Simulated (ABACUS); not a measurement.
ABACUS run on Ge (P1, 8 atoms in the cell; from Materials Project mp-1091415, changed as shown): self-consistent single point.

All values come from this method and carry its errors: PBEsol, PseudoDojo 0.4 standard norm-conserving PBEsol (tails mended) pseudopotentials (plane waves; ABACUS).

The change in words: atom 8 moved by +0.15 angstrom along x. Reference geometry (P6_3/mmc):
```
CELL_PARAMETERS angstrom
      4.00312     0.00000     0.00000
     -2.00156     3.46680     0.00000
      0.00000     0.00000    13.15671
ATOMIC_POSITIONS crystal
  Ge 0.00000 0.00000 0.40685
  Ge 0.00000 0.00000 0.59315
  Ge 0.00000 0.00000 0.90685
  Ge 0.00000 0.00000 0.09315
  Ge 0.33333 0.66667 0.34406
  Ge 0.66667 0.33333 0.65594
  Ge 0.66667 0.33333 0.84406
  Ge 0.33333 0.66667 0.15594
```

Reference input (self-consistent single point, DFT, PBEsol, plane waves, PseudoDojo 0.4 standard norm-conserving PBEsol (tails mended) pseudopotentials): KPT = MP 5 5 1 0 0 0; basis_type = pw; dft_functional = PBESOL; ecutwfc = 78 Ry; smearing_method = mp; smearing_sigma = 0.00734986 Ry; potentials = PseudoDojo 0.4 standard norm-conserving PBEsol (tails mended); symmetry = 1; symmetry_prec = 1e-05; ks_solver = dav; scf_nmax = 100; scf_thr = 1.0e-09 Ry. This run's input differs from it in these lines:

```diff
@@ -44,3 +44,3 @@
    0.6666670000    0.3333330000    0.8440600000
-   0.3333330000    0.6666670000    0.1559400000
+   0.3708040000    0.6666670000    0.1559400000
 # file: KPT
```

Log, with long lists cut:

```
 SELF-CONSISTENT
 -------------------------------------------
                                 init_chg = atomic

 PW ALGORITHM --------------- ION=   1  ELEC=   1--------------------------------

 Notice: Threshold on eigenvalues was too large.

 Density error is 0.133885153518
                          Error Threshold = 0.00011858368873
 E_KohnSham     -1427.1940813438     -19417.9716581509
 E_Fermi        0.6646490284         9.0430139558

 PW ALGORITHM --------------- ION=   1  ELEC=   2--------------------------------

 Density error is 0.0123749347772
                          Error Threshold = 0.000119540315641
   [... lines left out ...]

 Density error is 2.38857806812e-09
                          Error Threshold = 4.82436482925e-11
 E_KohnSham     -1427.1965287597     -19418.0049569529
 E_Fermi        0.6860037020         9.3335591970

 PW ALGORITHM --------------- ION=   1  ELEC=   9--------------------------------

 Density error is 1.42295510616e-10
                          Error Threshold = 2.13265898939e-12
 E_KohnSham     -1427.1965287603     -19418.0049569605
 E_KS(sigma->0) -1427.1964847196     -19418.0043577559
 E_entropy(-TS) -0.0001321221        -0.0017976137
 E_Fermi        0.6860041409         9.3335651681
 charge density convergence is achieved
 final etot is -19418.004957 eV
 EFERMI = 9.3335651681 eV

 STATE ENERGY(eV) AND OCCUPATIONS    NSPIN == 1
   [... 65 lines left out ...]

 TOTAL-FORCE (eV/Angstrom)
                       Ge1        -0.0364396655         0.0071052551         0.0385607730
                       Ge2        -0.0059539574        -0.0013988976        -0.0336375154
                       Ge3         0.0304568201         0.0082562137         0.0408882144
                       Ge4         1.4326988869         0.2504773044        -0.2428844798
                       Ge5         0.1033220842         0.0013313869        -0.0486902521
                       Ge6         0.0295443406         0.0009997046         0.0111571499
                       Ge7        -0.0386299858        -0.0107635143        -0.0116653102
   [... lines left out ...]

 TOTAL-STRESS (KBAR)
        14.3693153502        10.2782130823        -7.6864494231
        10.2782130823        12.0919448889        -1.7691294448
        -7.6864494231        -1.7691294448        -9.4507557793
 TOTAL-PRESSURE: 5.670168 KBAR

 --------------------------------------------
 !FINAL_ETOT_IS -19418.0049569604998396 eV
 --------------------------------------------
```

The run converged in 9 iterations. Against the reference run the free energy goes up by 13.8 meV/atom, the pressure goes from 0.45 to 0.57 GPa and the largest force goes from 0.080 to 1.556 eV/Å.

Forces above 1 eV/Å remain at this geometry. The structure comes from a collection of computed structures, made at another level of theory; the collection holds predicted forms beside known ones. No clean gap shows at this smearing width and mesh (spacing up to 0.48 Å⁻¹); the mesh is coarse for partly filled bands, so the values carry mesh errors. Semi-local functionals can close small gaps.

Cost on one core: about 2.1 core-minutes (a rough figure).

“Tails mended”: in these copies of the files the far tail of each local potential was reset to the Coulomb form.
